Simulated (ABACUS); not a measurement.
A self-consistent single point of ZnS (P6_3mc, 8 atoms in the cell; from Materials Project mp-10281) with ABACUS.

Level of theory: PBE, numerical atomic orbitals TZP (confined pseudo-atomic orbitals with Gaussian additions; energy shift 0.01 Ry), PseudoDojo 0.5 standard norm-conserving PBE (tails mended) pseudopotentials (ABACUS 3.10.1).

```yaml
crystal:
  lattice:
    - [3.80895, 0.00000, 0.00000]
    - [-1.90447, 3.29865, 0.00000]
    - [0.00000, 0.00000, 12.45260]
  atoms:
    - { symbol: Zn, position: [0.66667, 0.33333, 0.74993] }
    - { symbol: Zn, position: [0.33333, 0.66667, 0.24993] }
    - { symbol: Zn, position: [0.00000, 0.00000, 0.50000] }
    - { symbol: Zn, position: [0.00000, 0.00000, 0.00000] }
    - { symbol: S, position: [0.66667, 0.33333, 0.93773] }
    - { symbol: S, position: [0.33333, 0.66667, 0.43773] }
    - { symbol: S, position: [0.00000, 0.00000, 0.68734] }
    - { symbol: S, position: [0.00000, 0.00000, 0.18734] }
```

Reference input (self-consistent single point, DFT, PBE, numerical atomic orbitals DZP (confined pseudo-atomic orbitals with Gaussian additions; energy shift 0.01 Ry), PseudoDojo 0.5 standard norm-conserving PBE (tails mended) pseudopotentials): basis = DZP numerical atomic orbitals, energy shift 0.01 Ry; KPT = Gamma 10 10 3 0 0 0; basis_type = lcao; ecutwfc = 100 Ry; smearing_method = fd; smearing_sigma = 0.00367493 Ry; potentials = PseudoDojo 0.5 standard norm-conserving PBE (tails mended); symmetry = 1; ks_solver = scalapack_gvx; scf_nmax = 100; scf_thr = 1.0e-07; mixing_type = broyden. This run's input differs from it in these lines:

```diff
@@ -26,4 +26,4 @@
 NUMERICAL_ORBITAL
-Zn_pbe_6.7au_3s2p2d1f.orb
-S_pbe_5.6au_2s2p1d.orb
+Zn_pbe_6.7au_5s3p3d1f.orb
+S_pbe_5.6au_3s3p1d.orb
```

Output (repeated stretches shortened):

```
 SELF-CONSISTENT
 -------------------------------------------

                  longest orb rcut (Bohr) = 6.7
   longest nonlocal projector rcut (Bohr) = 1.9
                     search radius (Bohr) = 17.2

                          real space grid = [ 45, 45, 150 ]
                                 init_chg = atomic

 LCAO ALGORITHM --------------- ION=   1  ELEC=   1--------------------------------

 Density error is 0.0466612130431
 E_KohnSham     -1760.6826472047     -23955.3163717083
 E_Fermi        0.5853465891         7.9640489160

 LCAO ALGORITHM --------------- ION=   1  ELEC=   2--------------------------------

   [... lines left out ...]

   [... 7 blocks of this kind left out ...]

 LCAO ALGORITHM --------------- ION=   1  ELEC=  10--------------------------------

 Density error is 2.06658544371e-07
 E_KohnSham     -1760.7232543875     -23955.8688607737
 E_Fermi        0.6375455259         8.6742518864

 LCAO ALGORITHM --------------- ION=   1  ELEC=  11--------------------------------

 Density error is 6.06365958804e-08
 E_KohnSham     -1760.7232543875     -23955.8688607729
 E_KS(sigma->0) -1760.7232543875     -23955.8688607729
 E_entropy(-TS) -0.0000000000        -0.0000000000
 E_Fermi        0.6375455663         8.6742524369
 charge density convergence is achieved
 final etot is -23955.868861 eV
 EFERMI = 8.6742524369 eV

 STATE ENERGY(eV) AND OCCUPATIONS    NSPIN == 1
   [... 60 lines left out ...]

 TOTAL-FORCE (eV/Angstrom)
                       Zn1        -0.0000162669         0.0000093917         0.0237969442
                       Zn2         0.0000162669        -0.0000093917         0.0237969442
                       Zn3        -0.0000182057         0.0000105111         0.0059272107
                       Zn4         0.0000182057        -0.0000105111         0.0059272107
                        S1        -0.0000196670         0.0000113548        -0.0157077117
                        S2         0.0000196670        -0.0000113548        -0.0157077117
                        S3         0.0000181055        -0.0000104532        -0.0140164431
   [... lines left out ...]

 TOTAL-STRESS (KBAR)
        24.3169138508         0.0030229307         0.0000000000
         0.0030229307        24.3204112387         0.0000000000
         0.0000000000        -0.0000000000        25.6300682654
 TOTAL-PRESSURE: 24.755798 KBAR

 --------------------------------------------
 !FINAL_ETOT_IS -23955.8688607729018258 eV
 --------------------------------------------
```

The run converged in 11 iterations. Against the reference run the free energy goes down by 76.2 meV/atom and the pressure goes from 3.14 to 2.48 GPa.

The atom-centred basis is finite, which shifts total energies and pressures against plane waves. This run is one point of a test of settings, so its values need not be converged; read them against the reference run alone. The structure comes from a collection of computed structures, made at another level of theory; the collection holds predicted forms beside known ones.

Cost on one core: about 40 core-seconds (a rough figure).

The atomic orbitals were generated for these runs; they are not ABACUS's published sets and were checked against plane waves on a few crystals only.

“Tails mended”: in these copies of the files the far tail of each local potential was reset to the Coulomb form.
